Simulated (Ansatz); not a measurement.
Here is the system:

AlRu:
```
AlRu
1.0
    2.98245     0.00000     0.00000
    0.00000     2.98245     0.00000
    0.00000     0.00000     2.98245
Ru Al
1 1
Direct
  0.00000   0.00000   0.00000
  0.50000   0.50000   0.50000
```

This is the r²SCAN-relaxed structure.

**Question.** All from r²SCAN in the plane-wave PAW code Ansatz, unless another level is named. Predict the density of states at the Fermi level.

**Answer.** 0.78 states/eV per atom (mean over ±0.08 eV).

**Question.** What about the formation energy from the elements (no fitted shifts)?

**Answer.** -0.72 eV/atom.

**Question.** Next, the gap with spin–orbit coupling?

**Answer.** none (metallic).

Space group Pm-3m (CsCl type). The cell was relaxed with r²SCAN under the symmetry of its start. The run is not spin-polarised. The references are the lowest solids computed at this level, not always the standard phases. Spin–orbit coupling is left out wherever it is not named.

Potentials: the earlier of the program's two PAW sets.
